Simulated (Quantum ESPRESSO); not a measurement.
Simulation results for MgScAl₂P₃S (made-up cell)

Computed with Quantum ESPRESSO 7.5. Calculation on a made-up crystal cell, not a measurement: periodic Kohn-Sham density functional theory in plane waves with PseudoDojo standard norm-conserving scalar-relativistic pseudopotentials, each functional with its own files (v0.5 for PBE, v0.4.1 for LDA and PBEsol), no spin polarisation, no spin-orbit coupling, atoms not relaxed, stress positive in tension, energies less a fixed whole-eV offset for each atom's element; levels are Kohn-Sham levels at fractions of this cell's reciprocal vectors, counted from the reference band (half the neutral cell's valence electrons, rounded up) at Gamma; error bars cover cutoff and k-mesh only, not smearing or the files; added strain carries the atoms with the cell, and shear is the tensor component; each bar is the largest change over components, and at least 0.002 eV, 0.002 eV per angstrom or 0.02 GPa; energies are for the whole cell, and the offsets were chosen from early runs and are not element reference energies.

MgScAl₂P₃S (made-up cell)

```
cell vectors (Å)
   5.7389     0.0000     0.0000
   0.0000     5.7389     0.0000
   0.0000     0.0000     5.7389
atoms (fractions of the cell vectors)
Mg  0.00275  0.02039 -0.00735
Al  0.00105  0.49173  0.48027
Sc  0.49368  0.03227  0.50693
Al  0.49509  0.50766  0.02568
P   0.26151  0.25805  0.23539
P   0.25989  0.74103  0.73718
S   0.72714  0.26000  0.76947
P   0.75582  0.74598  0.24107
```

Here we set lattice type zincblende/diamond, functional pbe, cutoff 1143 eV, fermi dirac smearing 0.025 eV, scf tolerance 1e-07 eV, electrons removed 0 and k mesh 4 x 4 x 4, shifted by half a step.

Atoms:
```
atoms element  atom site
           Mg          1
           Al          2
           Sc          3
           Al          4
            P          5
            P          6
            S          7
            P          8
```

**Q.** Give the missing stress zz for MgScAl₂P₃S (made-up cell).
**A.** 1.374 GPa

**Q.** Give the table of levels values for MgScAl₂P₃S (made-up cell).
**A.** 
Levels:
```
level k point  next band up (eV)
        Gamma              1.022
(1/2,1/2,1/2)              1.546
   (0.15,0,0)              1.295
   (0,0.15,0)              1.258
   (0,0,0.15)              1.247
```

Further results for MgScAl₂P₃S (made-up cell):

| Property | Result |
| --- | --- |
| pressure | -1.327 GPa |
| stress xx | 1.587 GPa |
| stress yy | 1.018 GPa |
| stress yz | 0.3326 GPa |
| stress xz | -1.573 GPa |
| stress xy | -1.178 GPa |
| reference band | 24 |
| error bar stress | 0.02 GPa |
| error bar force | 0.003654 eV/Å |
| error bar next band up | 0.002 eV |
| error bars from | tighter rerun of this cell |

Forces:
```
site   x (eV/Å)  y (eV/Å)   z (eV/Å)
   1     0.1287   -0.9248    -0.2062
   2     0.3507    0.9962     0.2145
   3      0.382    -1.819    -0.2013
   4  -0.008567       1.1    -0.8182
   5      -1.08    0.5394     0.2372
   6     -0.452   -0.7595      0.148
   7     0.8485     1.114  -0.009478
   8    -0.1694   -0.2461     0.6354
```
